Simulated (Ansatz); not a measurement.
The relaxed structure here is a generated cell of InSe: the first start was made by a random draw of sites in a space group, and the end was not matched to a known phase here, so it may be hypothetical. Known forms of InSe include space group No. 194.

A relaxed cell of InSe (P3₂21 (No. 154)), relaxed on a k-mesh at least as fine as the one used below. All values below come from PBEsol (plane waves to 420 eV, PAW, scalar-relativistic; Ansatz, a first-principles code). Γ-centred k-mesh 4×2×6 on the run's cell (coarser than for final values), Fermi–Dirac smearing 0.05 eV.

```
CELL_PARAMETERS angstrom
      7.38897     0.00000     0.00000
     -7.38897    12.79806     0.00000
      0.00000     0.00000     4.06859
ATOMIC_POSITIONS crystal
  In 0.00000 0.15910 0.33333
  In 0.00000 0.65910 0.33333
  In 0.68181 0.34090 0.00000
  In 0.68181 0.84090 0.00000
  In 0.31819 0.00000 0.66667
  In 0.31819 0.50000 0.66667
  Se 0.00000 0.34569 0.33333
  Se 0.00000 0.84569 0.33333
  Se 0.30862 0.15431 0.00000
  Se 0.30862 0.65431 0.00000
  Se 0.69138 0.00000 0.66667
  Se 0.69138 0.50000 0.66667
```

The atoms are displaced by (Å):

```tsv
atom	ux	uy	uz
In1	0.114	-0.031	0.117
In2	0.097	-0.065	0.134
In3	-0.089	0.027	0.008
In4	-0.034	-0.010	0.085
In5	-0.090	0.096	-0.062
In6	0.002	0.006	0.071
Se7	0.035	-0.073	0.077
Se8	-0.125	0.020	-0.088
Se9	-0.159	0.065	-0.081
Se10	0.066	-0.032	0.101
Se11	-0.024	-0.072	-0.086
Se12	-0.075	0.015	0.090
```

**Question.** What forces (eV/Å) and pressure result?

**Answer.** 
```
atom     Fx     Fy     Fz
----  -----  -----  -----
In1   -0.46   0.18   0.58
In2   -0.36   0.46   0.08
In3    0.51  -0.11   0.32
In4   -0.51   0.32  -0.31
In5    0.06  -0.43  -0.18
In6   -0.12  -0.36  -0.20
Se7    0.00   0.08   0.03
Se8    0.62  -0.08   0.25
Se9    0.01   0.04  -0.31
Se10   0.25   0.05  -0.13
Se11   0.15  -0.26  -0.04
Se12  -0.13   0.10  -0.08
```

Pressure +0.3 GPa.

The undisplaced cell is probably no minimum: from this displacement the run went on to Pm (No. 6), 0.23 eV/atom below it.

No spin polarisation in the result. The relaxed primitive cell holds an odd number of electrons. A magnetic state may lie lower.
